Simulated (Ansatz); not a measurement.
Calculation for bcc Cr (110), 6 layers: DFT, PBE, PAW with Ansatz's default frozen-core files, scalar-relativistic (Ansatz 0.2.0).

The slab is cut from a bulk crystal relaxed on PAW files (its atoms may have been relaxed since).

Command: `ansatz run input.yaml --threads 3 --pin off --max-ram 9216MiB --backend cpu --events-out ev --progress --plain --runs-dir out` It took 89 s on 3 threads of Arm Neoverse V2, on a shared host, peak memory 0.89 GiB.

```yaml
crystal:
  lattice:
    - [2.4668230356, 0.0, 0.0]
    - [-0.8222743452, 2.325743062, 0.0]
    - [0.0, 0.0, 26.0708]
  atoms:
    - { symbol: Cr, position: [0.25, 0.25, 0.3068574253], spin: 2.0 }
    - { symbol: Cr, position: [0.75, 0.75, 0.3841144552], spin: 2.0 }
    - { symbol: Cr, position: [0.25, 0.25, 0.4613714851], spin: 2.0 }
    - { symbol: Cr, position: [0.75, 0.75, 0.5386285149], spin: 2.0 }
    - { symbol: Cr, position: [0.25, 0.25, 0.6158855448], spin: 2.0 }
    - { symbol: Cr, position: [0.75, 0.75, 0.6931425747], spin: 2.0 }
magnetization:
  spin_polarized: true
kpoints:
  mp_grid: { grid: [14, 14, 1] }
scf:
  occupations: { method: fermi_dirac, width: 0.05 }
hamiltonian:
  xc: pbe
  pseudopotentials: { kind: paw }
output:
  forces: true
  stress: true
  eigenvalues: true
  populations: true
efield:
  axis: 3
  amplitude: 0
  dipole_correction: true
```

Output:

```
Engine: ansatz 0.2.0
Pseudopotentials: kind: paw
Pseudopotential: Cr, paw, valence charge 14, recommended cutoff 420 eV (normal), Cr.paw.azcp
Functional definition: PBE
  parameter kappa = 0.804
  parameter beta = 0.06672455060314922
  exchange = pbe_x(kappa = kappa, mu = beta*pi^2/3)
  correlation = pbe_c(beta = beta)
Crystal: 6 atoms, lattice volume = 149.573 Å³
Basis set: ecut = 420 eV, 2901 PW (Γ), exchange–correlation on 36×36×360 points (8 copies of the dense FFT grid, shifted against one another)
Bands: 58, of which v1, the nominal top of the filled ones, is band 42 counted from 1 (41 counted from 0)
Symmetry: 4 space group operations
k-points: 57 of 196
Non-local potential: Cr, projectors of the file, l = 0: 3, l = 1: 2, l = 2: 3, l = 3: 1
PAW form: soft (Blöchl's): semilocal exchange-correlation on the pseudo side does not see the compensation charge
PAW one-centre angular grid: Cr, 590 points (default); XC on 64 Gauss nodes
Initial density: superposition of atomic densities (neutral atoms: chi_scale 0, normalization atom)
Starting moments: Σ|m| = 12 μB on 6 of 6 sites
Initial wavefunctions: pseudopotential atomic-orbital guess
Functional: x = pbe(κ = 0.804, μ = 0.2195149727645171), c = pbe(β = 0.06672455060314922)
SCF iter   1: F=—  HF=-20279.845261 eV  |F-HF|=—  |Δ(HF+E_count)|=         —  Δρ=1.67e-1 (↑1.67e-1 ↓5.87e-2)  dr2=3.94e1  dr2_m=1.33e1  M=1.439 μB ∫|m|=1.460 μB  β_m=0.34  ethr=3.10e-3  p=0.000 e·Å  D=6.21e-15 V/Å  ΔV_dip=-0.00 eV  dr2_dipole=3.97e-8  V_vac-E_F(+/−)=6.65/6.65 eV  ⟨swp⟩=10.0  Hψ=31357  notcnv=0
Mixer restart at iter 1: flushing history
efield: sawtooth ramp at fractional position 0.9500 (placed from the atoms, in the widest stretch of the axis that holds none; the zero of the levels goes with the place), width 0.1000; the density the first Hamiltonian is built on has a dipole p = 0.000 e·Å; the dipole correction subtracts the counter field D = 6.21e-15 V/Å, which shifts the + side's vacuum level by -0.00 eV against the − side's; the planar-averaged density in the ramp window peaks in size at 9.7e-6 e/Å³
preconditioner: auto → LDOS  [metal: Δε(μ)=0.006 eV  Ē_g=5.068 eV  σ=0.050 eV  W_gap=0.03  n_scr=20 (ndim 8)  ℏωp=18.2 eV  f_vac=0.477  D(μ)=6.07/eV (n_scr^D=26)]
spin=Collinear: LDOS preconditioning applied to the charge; magnetization (m = ρ↑ − ρ↓) channel mixes plain (no charge-response kernel on spin).
SCF iter   2: F=—  HF=-20266.330750 eV  |F-HF|=—  |Δ(HF+E_count)|=    1.35e1  Δρ=8.33e-2 (↑8.33e-2 ↓5.50e-2)  dr2=5.19e0  dr2_m=5.96e0  M=1.195 μB ∫|m|=1.234 μB  β_m=0.43  ethr=3.10e-3  p=0.000 e·Å  D=2.95e-5 V/Å  ΔV_dip=-0.00 eV  dr2_dipole=4.57e-7  V_vac-E_F(+/−)=6.17/6.17 eV  ⟨swp⟩=3.1  Hψ=16584  notcnv=0  defer=368
density mixer auto → msr1: a metal under ldos (density of states about μ 2.81 of a free-electron gas's, 20 screened modes)
SCF iter   3: F=—  HF=-20264.297874 eV  |F-HF|=—  |Δ(HF+E_count)|=    2.03e0  Δρ=3.17e-2 (↑3.17e-2 ↓2.85e-2)  dr2=2.21e-1  dr2_m=1.17e0  M=0.596 μB ∫|m|=0.666 μB  β_m=0.58  ethr=3.10e-3  p=0.000 e·Å  D=2.70e-5 V/Å  ΔV_dip=-0.00 eV  dr2_dipole=2.77e-7  V_vac-E_F(+/−)=5.59/5.59 eV  ⟨swp⟩=2.5  Hψ=11142  notcnv=0  defer=257
SCF iter   4: F=—  HF=-20264.064331 eV  |F-HF|=—  |Δ(HF+E_count)|=   2.34e-1  Δρ=3.77e-3 (↑3.45e-3 ↓3.77e-3)  dr2=2.56e-2  dr2_m=1.60e-2  M=0.123 μB ∫|m|=0.221 μB  β_m=0.76  ethr=2.63e-4  p=0.000 e·Å  D=1.47e-5 V/Å  ΔV_dip=-0.00 eV  dr2_dipole=1.04e-8  V_vac-E_F(+/−)=5.13/5.13 eV  ⟨swp⟩=3.4  Hψ=12884  notcnv=0  defer=237
SCF iter   5: F=—  HF=-20264.068550 eV  |F-HF|=—  |Δ(HF+E_count)|=   4.22e-3  Δρ=2.22e-3 (↑7.23e-4 ↓2.22e-3)  dr2=8.94e-3  dr2_m=2.03e-3  M=0.052 μB ∫|m|=0.105 μB  β_m=0.80  ethr=3.04e-5  p=0.000 e·Å  D=6.63e-6 V/Å  ΔV_dip=-0.00 eV  dr2_dipole=4.08e-9  V_vac-E_F(+/−)=5.04/5.04 eV  ⟨swp⟩=2.6  Hψ=11576  notcnv=0  defer=224
SCF iter   6: F=—  HF=-20264.067688 eV  |F-HF|=—  |Δ(HF+E_count)|=   8.63e-4  Δρ=1.22e-3 (↑1.22e-3 ↓5.63e-4)  dr2=1.68e-3  dr2_m=8.04e-4  M=0.031 μB ∫|m|=0.065 μB  β_m=0.90  ethr=1.06e-5  p=0.000 e·Å  D=4.44e-6 V/Å  ΔV_dip=-0.00 eV  dr2_dipole=6.06e-10  V_vac-E_F(+/−)=4.98/4.98 eV  ⟨swp⟩=2.9  Hψ=13152  notcnv=0  defer=224
SCF iter   7: F=—  HF=-20264.067585 eV  |F-HF|=—  |Δ(HF+E_count)|=   1.03e-4  Δρ=4.77e-4 (↑4.77e-4 ↓3.83e-4)  dr2=7.20e-4  dr2_m=1.09e-4  M=0.011 μB ∫|m|=0.025 μB  β_m=0.81  ethr=2.00e-6  p=0.000 e·Å  D=1.91e-6 V/Å  ΔV_dip=-0.00 eV  dr2_dipole=2.33e-9  V_vac-E_F(+/−)=4.94/4.94 eV  ⟨swp⟩=2.9  Hψ=12933  notcnv=0  defer=224
SCF iter   8: F=—  HF=-20264.067443 eV  |F-HF|=—  |Δ(HF+E_count)|=   1.42e-4  Δρ=1.74e-4 (↑1.23e-4 ↓1.74e-4)  dr2=8.86e-5  dr2_m=1.66e-5  M=0.003 μB ∫|m|=0.009 μB  β_m=0.75  ethr=8.57e-7  p=-0.000 e·Å  D=-8.69e-8 V/Å  ΔV_dip=0.00 eV  dr2_dipole=1.03e-9  V_vac-E_F(+/−)=4.92/4.92 eV  ⟨swp⟩=2.9  Hψ=11582  notcnv=0  defer=224
SCF iter   9: F=—  HF=-20264.067418 eV  |F-HF|=—  |Δ(HF+E_count)|=   2.45e-5  Δρ=5.35e-5 (↑5.35e-5 ↓2.84e-5)  dr2=3.30e-6  dr2_m=2.10e-6  M=0.001 μB ∫|m|=0.003 μB  β_m=0.82  ethr=1.06e-7  p=-0.000 e·Å  D=-2.86e-7 V/Å  ΔV_dip=0.00 eV  dr2_dipole=2.92e-9  V_vac-E_F(+/−)=4.92/4.92 eV  ⟨swp⟩=2.8  Hψ=11784  notcnv=0  defer=224
SCF iter  10: F=—  HF=-20264.067419 eV  |F-HF|=—  |Δ(HF+E_count)|=   6.60e-7  Δρ=1.68e-5 (↑1.68e-5 ↓1.39e-5)  dr2=1.09e-6  dr2_m=1.76e-7  M=-0.000 μB ∫|m|=0.001 μB  β_m=0.82  ethr=3.93e-9  p=-0.000 e·Å  D=-1.42e-7 V/Å  ΔV_dip=0.00 eV  dr2_dipole=1.92e-9  V_vac-E_F(+/−)=4.92/4.92 eV  ⟨swp⟩=2.9  Hψ=11238  notcnv=0  defer=224
SCF iter  11: F=—  HF=-20264.067419 eV  |F-HF|=—  |Δ(HF+E_count)|=   1.54e-7  Δρ=1.16e-5 (↑1.16e-5 ↓1.02e-5)  dr2=9.63e-7  dr2_m=3.06e-8  M=-0.000 μB ∫|m|=0.000 μB  β_m=0.67  ethr=1.30e-9  p=-0.000 e·Å  D=-3.15e-8 V/Å  ΔV_dip=0.00 eV  dr2_dipole=2.40e-10  V_vac-E_F(+/−)=4.92/4.92 eV  ⟨swp⟩=2.5  Hψ=11715  notcnv=0  defer=224
SCF iter  12: F=—  HF=-20264.067419 eV  |F-HF|=—  |Δ(HF+E_count)|=   1.98e-7  Δρ=2.89e-6 (↑1.81e-6 ↓2.89e-6)  dr2=4.49e-8  dr2_m=3.62e-9  M=-0.000 μB ∫|m|=0.000 μB  β_m=0.71  ethr=1.15e-9  p=-0.000 e·Å  D=-7.10e-8 V/Å  ΔV_dip=0.00 eV  dr2_dipole=2.30e-10  V_vac-E_F(+/−)=4.92/4.92 eV  ⟨swp⟩=2.6  Hψ=10135  notcnv=0  defer=224
SCF iter  13: F=—  HF=-20264.067419 eV  |F-HF|=—  |Δ(HF+E_count)|=   1.01e-8  Δρ=1.07e-6 (↑1.07e-6 ↓9.36e-7)  dr2=5.10e-9  dr2_m=6.70e-10  M=-0.000 μB ∫|m|=0.000 μB  β_m=0.73  ethr=5.34e-11  p=-0.000 e·Å  D=-1.01e-8 V/Å  ΔV_dip=0.00 eV  dr2_dipole=1.05e-13  V_vac-E_F(+/−)=4.92/4.92 eV  ⟨swp⟩=2.9  Hψ=10958  notcnv=0  defer=224
SCF iter  14: F=—  HF=-20264.067419 eV  |F-HF|=—  |Δ(HF+E_count)|=   6.74e-9  Δρ=6.40e-7 (↑6.40e-7 ↓5.52e-7)  dr2=3.16e-9  dr2_m=1.00e-10  M=-0.000 μB ∫|m|=0.000 μB  β_m=0.75  ethr=6.07e-12  p=0.000 e·Å  D=1.35e-8 V/Å  ΔV_dip=-0.00 eV  dr2_dipole=6.81e-11  V_vac-E_F(+/−)=4.92/4.92 eV  ⟨swp⟩=9.1  Hψ=26942  notcnv=0
SCF iter  15: F=-20264.067419 eV  HF=-20264.067419 eV  |F-HF|=3.75e-10  |Δ(HF+E_count)|=  6.40e-10  Δρ=2.97e-7 (↑2.71e-7 ↓2.97e-7)  dr2=4.59e-10  dr2_m=2.27e-11  M=-0.000 μB ∫|m|=0.000 μB  ethr=3.77e-12  p=-0.000 e·Å  D=-9.10e-10 V/Å  ΔV_dip=0.00 eV  dr2_dipole=1.10e-11  V_vac-E_F(+/−)=4.92/4.92 eV  ⟨swp⟩=2.8  Hψ=12283  notcnv=0
SCF 1 converged in 15 iterations: F = -20264.067419 eV  dr2 = 4.59e-10
[... lines left out ...]
  E_local      = -148479.687235  (includes V_loc(G=0)·N_el)
  E_nonlocal   = 472.793907
  E_hartree    = 73254.131332
  E_xc         = -837.771936
  E_vxc        = -1068.633154  (∫ρ·V_xc dr)
  E_paw        = -7169.721467  (= ΣΔE_a)
  E_vpaw       = -1436.916592  (= ΣTr[D̂ρ^β])
  E_aug_tail   = 0.002087  (compensation charges beyond the density's cutoff)
  E_efield     = 0.000000  (sawtooth field / dipole correction)
  E_vefield    = 0.000000  (∫n·V_field dr)
  E_ewald      = 60440.090688
  E_smearing   = -0.048769  (= −TS)
  E_closure    = 0.000000  (closes the sum)
  Σ components = -20264.067419   (vs F -20264.067419, Δ=0.00e0)
--- Forces (eV/Å), atoms counted from 1 ---
  atom   1  Cr    -0.00000000     0.00000000     0.50742551
  atom   2  Cr     0.00000000     0.00000000    -0.52384680
  atom   3  Cr     0.00000000     0.00000000     0.02607626
  atom   4  Cr     0.00000000     0.00000000    -0.02607910
  atom   5  Cr     0.00000000    -0.00000000     0.52384692
  atom   6  Cr     0.00000000    -0.00000000    -0.50742359
  max |Σ_I F_I| component: 8.00e-7 eV/Å
--- Stress (GPa, compression-positive) ---
       -3.336512       0.006483       0.000000
        0.006483      -3.331927      -0.000000
        0.000000       0.000000      -2.139066
  P = ⅓ Tr σ = -2.9358 GPa (-29.358 kbar)
--- Band table (eV; the first three rows and the last of 114) ---
  k-point 0 ↑: bands = ["-65.4403", "-65.4001", "-65.3357", "-65.2723", "-65.1207", "-65.1204", "-37.0865", "-36.9397", "-36.7395", "-36.5301", "-36.5073", "-36.4556", "-36.3643", "-36.3550", "-36.2717", "-36.2659", "-36.2659", "-36.2506", "-36.2465", "-36.2434", "-36.0813", "-36.0808", "-35.9622", "-35.9622", "-1.1963", "-0.4662", "0.5862", "1.5764", "2.0687", "2.0692", "4.0537", "4.3016", "4.6790", "5.0700", "5.3059", "5.3497", "5.3545", "5.4912", "5.5125", "5.5472", "5.7189", "5.8327", "6.2258", "6.6855", "6.9802", "7.2808", "7.3061", "7.3462", "7.4941", "7.5079", "7.6128", "7.6603", "7.7267", "7.7312", "7.7509", "7.8271", "7.8654", "8.0081"]
  k-point 1 ↑: bands = ["-65.4330", "-65.3939", "-65.3309", "-65.2690", "-65.1162", "-65.1159", "-37.0735", "-36.9336", "-36.7455", "-36.5528", "-36.5162", "-36.4601", "-36.3811", "-36.3608", "-36.2849", "-36.2833", "-36.2745", "-36.2639", "-36.2597", "-36.2545", "-36.0973", "-36.0957", "-35.9790", "-35.9789", "-1.0313", "-0.3092", "0.7352", "1.7240", "2.2041", "2.2141", "4.0757", "4.3165", "4.6878", "5.0787", "5.1693", "5.2387", "5.3586", "5.4316", "5.4668", "5.6064", "5.6754", "5.8208", "6.3470", "6.4050", "6.7866", "7.1222", "7.2420", "7.2462", "7.4488", "7.4559", "7.5659", "7.6677", "7.7129", "7.7242", "7.8231", "7.9233", "8.0696", "8.0929"]
  k-point 2 ↑: bands = ["-65.4122", "-65.3762", "-65.3176", "-65.2601", "-65.1035", "-65.1033", "-37.0365", "-36.9192", "-36.7688", "-36.6180", "-36.5516", "-36.4860", "-36.4517", "-36.3701", "-36.3290", "-36.3162", "-36.3108", "-36.2933", "-36.2906", "-36.2517", "-36.1574", "-36.1500", "-36.0067", "-36.0066", "-0.5554", "0.1367", "1.1460", "2.1220", "2.5794", "2.6140", "4.1139", "4.3254", "4.6740", "4.8947", "4.9867", "5.0893", "5.2248", "5.2400", "5.3733", "5.3873", "5.8110", "5.8884", "6.1321", "6.2044", "6.6875", "7.1594", "7.1659", "7.3195", "7.3911", "7.4524", "7.4853", "7.6709", "7.7434", "7.7541", "7.9012", "7.9747", "8.1517", "8.2324"]
  k-point 56 ↓: bands = ["-65.2370", "-65.2101", "-65.1644", "-65.1196", "-64.9518", "-64.9518", "-37.1476", "-37.0925", "-37.0030", "-36.9142", "-36.8466", "-36.8120", "-36.7847", "-36.7177", "-36.7172", "-36.7069", "-36.6786", "-36.5705", "-36.5659", "-36.4208", "-36.3904", "-36.3892", "-36.3036", "-36.2408", "2.1615", "2.2451", "2.2750", "2.6011", "2.6025", "2.7463", "3.1885", "3.2144", "3.4995", "4.1902", "4.4696", "4.7794", "5.6667", "5.6816", "6.7506", "6.9016", "7.0580", "7.1321", "7.3334", "7.4654", "7.8115", "8.0414", "8.4013", "8.6144", "8.6727", "8.9212", "8.9939", "9.1152", "9.2382", "9.4334", "9.4350", "10.1297", "11.8326", "13.4917"]
--- Löwdin populations: 6 sites ---
  site symbol       q [e]    m [muB]
     0     Cr     13.9002    -0.0000
     1     Cr     13.9078    -0.0000
     2     Cr     13.8990     0.0000
     3     Cr     13.8990     0.0000
     4     Cr     13.9078    -0.0000
     5     Cr     13.9002    -0.0000
  spilling = 0.006975 (of n_electrons = 84.000000)
```

populations.tsv:

```
# site	symbol	l	j	q_up	q_dn
# orbitals = lowdin
# n_electrons = 84.000000
# spilling = 0.006975
0	Cr	0_3S	-	0.993379	0.993379
0	Cr	0_4S	-	0.386771	0.386773
0	Cr	1_3P	-	2.994917	2.994917
0	Cr	2_3D	-	2.575047	2.575050
1	Cr	0_3S	-	0.991280	0.991280
1	Cr	0_4S	-	0.365232	0.365232
1	Cr	1_3P	-	2.995303	2.995303
1	Cr	2_3D	-	2.602095	2.602095
2	Cr	0_3S	-	0.991240	0.991240
2	Cr	0_4S	-	0.363743	0.363743
2	Cr	1_3P	-	2.995402	2.995402
2	Cr	2_3D	-	2.599102	2.599102
3	Cr	0_3S	-	0.991240	0.991240
3	Cr	0_4S	-	0.363743	0.363743
3	Cr	1_3P	-	2.995402	2.995402
3	Cr	2_3D	-	2.599102	2.599102
4	Cr	0_3S	-	0.991280	0.991280
4	Cr	0_4S	-	0.365232	0.365232
4	Cr	1_3P	-	2.995303	2.995303
4	Cr	2_3D	-	2.602095	2.602095
5	Cr	0_3S	-	0.993379	0.993379
5	Cr	0_4S	-	0.386771	0.386773
5	Cr	1_3P	-	2.994917	2.994917
5	Cr	2_3D	-	2.575047	2.575050
```

Next run (atoms relaxed), as changes to the input before:

```diff
   eigenvalues: true
-  populations: true
+  write_density: true
+  write_potential: true
+  elf: true
+  volumetric_format: npy
+relax:
+  f_tol: 0.01
+  max_steps: 40
 efield:
```

Command: `ansatz run input.yaml --threads 3 --pin off --max-ram 9216MiB --backend cpu --events-out ev --progress --plain --runs-dir out` It took 6.7 min on 3 threads of Arm Neoverse V2, with other jobs on the host, peak memory 0.97 GiB.

Results part of the output:

```
Warning: output.stress: scf.convergence.dr2_threshold = 1e-7 eV (the SCF's general default) is looser than the 6e-10 eV advised for a printed stress (1e-10 eV for each atom of the cell: 6). What an SCF threshold leaves in a stress goes as its square root, and in the free energy as the threshold itself, and one threshold admits the most on a small cell: of the crystals measured, under no hybrid fun
WARN: The input density's exchange-correlation potential varies sharply where the density is thin. Do not read a vacuum level from v_tot or v_xc, or from such a field of the output density. On a cell that repeats whose density bears no net charge and no dipole along the vacuum's axis use v_es (v_loc + v_h of the components); under efield.dipole_correction with no amplitude use v_es + v_field, which holds any external_charges[].barrier, or the levels of the report's work_function block, which leave it out; under a non-zero efield.amplitude the vacuum is tilted and has no level; on a cell that repeats and bears such a dipole with no correction it is tilted too, and efield.dipole_correction with no amplitude gives each side of its ramp a level where efield: is served; in a cell that repeats whose density bears a net charge (total_charge, or a fill off its count) it is curved and has none; of a slab under crystal.periodic whose density bears no net charge use v_es, which has a level on each side, short of where the two are joined; of another it falls or rises all the way out and has none; of a slab beside external_charges read slab_vacuum_level instead, which it has where they leave it neutral. The grid or the basis barely resolves most such structure, and the values can differ between equally converged runs; as a rule a tighter scf.convergence.dr2_threshold does not remove it. Where the density itself ripples (under the LDA too) a higher basis.ecutwfc lessens it. The files hold the spikes' plane waves up to the density's cutoff. Files: v_tot and the like, and their columns of v_z.tsv (output.write_potential); v_xc and the like, and their columns of v_comp_z.tsv (output.write_potential_components); where files of the output density stand in their place, no point of their own thin density is over the threshold below, and this is of outcome.potential() and, of a run that writes arrays (npy), the arrays of these names. Measured: with its Gaussian average of σ = 0.25 Å subtracted twice, the exchange-correlation potential is over 0.1 eV at 16 of the grid points where the equally averaged density (valence and model cores) is under 1e-3 e/Å³, and 0.190 eV at the most among them, at an averaged density of 1.9e-8 e/Å³. See output.write_potential in the manual, Limitations
SCF converged after 10 iterations
Magnetization: 0.0000 μB (42.0000 up, 42.0000 down)
Absolute magnetization: 0.0000 μB (∫|ρ↑−ρ↓|, with the PAW one-centre terms)
Spin contamination: 0.0000 ħ² per cell (⟨S²⟩ above its minimum at these occupations)
Per-site moments (μB) at R_I (Å): [(4.037966752802542e-6, 0.9870095790332594), (-2.5958249085246348e-6, 0.9870095790332594), (-4.4839515034609555e-7, 1.0175645021953854), (-4.43041648414161e-7, 1.0175645021953854), (-2.6027788419957322e-6, 0.9870095779064938), (4.046526979034381e-6, 0.9870095779064938)]
Free energy (F): -20264.115421 eV
Harris-Foulkes:  -20264.115421 eV  (|F-HF|=5.62e-9)
[... lines left out ...]
--- Relaxed structure (6 steps of the walk, 5 accepted, 0 SCFs on fresh bases) ---
  F+E_penalty+E_count = -20264.11542060 eV   max|allowed force component| = 2.165e-4 eV/Å
  atoms:
    - { symbol: Cr, position: [0.25, 0.25, 0.30990760414837365] }
    - { symbol: Cr, position: [0.7499999999999999, 0.7499999999999999, 0.3836575210251404] }
    - { symbol: Cr, position: [0.25, 0.25, 0.46135713057902483] }
    - { symbol: Cr, position: [0.7499999999999999, 0.7499999999999999, 0.5386428702485083] }
    - { symbol: Cr, position: [0.25, 0.25, 0.6163424786262867] }
    - { symbol: Cr, position: [0.7499999999999999, 0.7499999999999999, 0.6900923953726658] }
```

Next run (no images along the normal), as changes to the input before:

```diff
   atoms:
-    - { symbol: Cr, position: [0.25, 0.25, 0.3068574253], spin: 2.0 }
-    - { symbol: Cr, position: [0.75, 0.75, 0.3841144552], spin: 2.0 }
-    - { symbol: Cr, position: [0.25, 0.25, 0.4613714851], spin: 2.0 }
-    - { symbol: Cr, position: [0.75, 0.75, 0.5386285149], spin: 2.0 }
-    - { symbol: Cr, position: [0.25, 0.25, 0.6158855448], spin: 2.0 }
-    - { symbol: Cr, position: [0.75, 0.75, 0.6931425747], spin: 2.0 }
+    - { symbol: Cr, position: [0.25, 0.25, 0.3099076041], spin: 2.0 }
+    - { symbol: Cr, position: [0.75, 0.75, 0.383657521], spin: 2.0 }
+    - { symbol: Cr, position: [0.25, 0.25, 0.4613571306], spin: 2.0 }
+    - { symbol: Cr, position: [0.75, 0.75, 0.5386428702], spin: 2.0 }
+    - { symbol: Cr, position: [0.25, 0.25, 0.6163424786], spin: 2.0 }
+    - { symbol: Cr, position: [0.75, 0.75, 0.6900923954], spin: 2.0 }
+  periodic: [true, true, false]
 magnetization:
   eigenvalues: true
-  write_density: true
-  write_potential: true
-  elf: true
-  volumetric_format: npy
-relax:
-  f_tol: 0.01
-  max_steps: 40
-efield:
-  axis: 3
-  amplitude: 0
-  dipole_correction: true
```

Command: `ansatz run input.yaml --threads 3 --pin off --max-ram 9216MiB --backend cpu --events-out ev --progress --plain --runs-dir out` It took 75 s on 3 threads of Arm Neoverse V2 (shared host), peak memory 1.3 GiB.

Results part of the output:

```
Warning: crystal.periodic: the lattice vector that does not repeat stood 0.000° off the slab's normal, 26.071 Å along it as the deck builds it. The run solves the slab on a vector along the normal, 43.623 Å long, with every atom where it was (on the deck's vector they left 16.16 Å outside them, and the widest stretch free of ions among them is 2.03 Å). A fractional position that the run reports is
SCF 1 converged in 15 iterations: F = -20264.115393 eV  dr2 = 2.23e-9
  greatest PAW one-centre occupation: 1.000 electrons in one spin orbital (limit 2), on the Cr atom at site 4 (counted from 0), in its partial waves of l = 0
[... lines left out ...]
  k-point 1 ↑: bands = ["-76.7213", "-76.6869", "-76.6267", "-76.5606", "-76.3876", "-76.3873", "-48.3777", "-48.2658", "-48.0698", "-47.8415", "-47.8015", "-47.7675", "-47.6568", "-47.6382", "-47.5691", "-47.5690", "-47.5503", "-47.5502", "-47.5396", "-47.5250", "-47.3702", "-47.3680", "-47.2655", "-47.2655", "-12.3388", "-11.6442", "-10.5709", "-9.5664", "-9.1545", "-9.1426", "-7.2443", "-7.0646", "-6.6887", "-6.2210", "-6.2101", "-6.0301", "-5.8754", "-5.8278", "-5.7805", "-5.6972", "-5.6117", "-5.4678", "-5.0748", "-4.7663", "-4.4065", "-4.2893", "-4.0628", "-4.0166", "-3.8486", "-3.8257", "-3.7333", "-3.6301", "-3.5570", "-3.5527", "-3.4666", "-3.3646", "-3.1851", "-3.1604"]
  k-point 2 ↑: bands = ["-76.7004", "-76.6684", "-76.6124", "-76.5511", "-76.3760", "-76.3758", "-48.3391", "-48.2480", "-48.0952", "-47.9233", "-47.8383", "-47.8009", "-47.7193", "-47.6481", "-47.6110", "-47.6081", "-47.5856", "-47.5837", "-47.5568", "-47.5282", "-47.4262", "-47.4171", "-47.2920", "-47.2917", "-11.8625", "-11.1965", "-10.1589", "-9.1690", "-8.7685", "-8.7557", "-7.2058", "-7.0602", "-6.7189", "-6.4694", "-6.2752", "-6.2258", "-6.1200", "-6.0313", "-5.9016", "-5.8825", "-5.3918", "-5.3231", "-5.1331", "-5.0835", "-4.6845", "-4.1414", "-4.1237", "-4.0218", "-3.9061", "-3.8693", "-3.8139", "-3.6188", "-3.5364", "-3.5101", "-3.3871", "-3.2998", "-3.1032", "-3.0177"]
  k-point 56 ↓: bands = ["-76.5246", "-76.5002", "-76.4566", "-76.4095", "-76.2263", "-76.2262", "-48.4363", "-48.3885", "-48.3020", "-48.2065", "-48.1411", "-48.1121", "-48.0939", "-48.0280", "-47.9959", "-47.9952", "-47.9874", "-47.8821", "-47.8655", "-47.6990", "-47.6620", "-47.6604", "-47.5520", "-47.5070", "-9.1640", "-9.0982", "-9.0488", "-8.7806", "-8.7445", "-8.6537", "-8.2010", "-8.1520", "-7.9096", "-7.1608", "-6.8555", "-6.6884", "-5.7590", "-5.5831", "-4.4992", "-4.3564", "-4.1870", "-4.1235", "-3.8696", "-3.7414", "-3.3218", "-3.2137", "-2.8972", "-2.5976", "-2.5956", "-2.3726", "-2.3152", "-2.1947", "-2.0575", "-1.8427", "-1.8406", "-1.1895", "0.6083", "2.4126"]
```

Antiferromagnetic order, which Cr and Mn prefer near zero pressure, wasn't tried. The start moments died away, and the runs ended non-magnetic. The cell is 1×1, so reconstructions are forbidden.
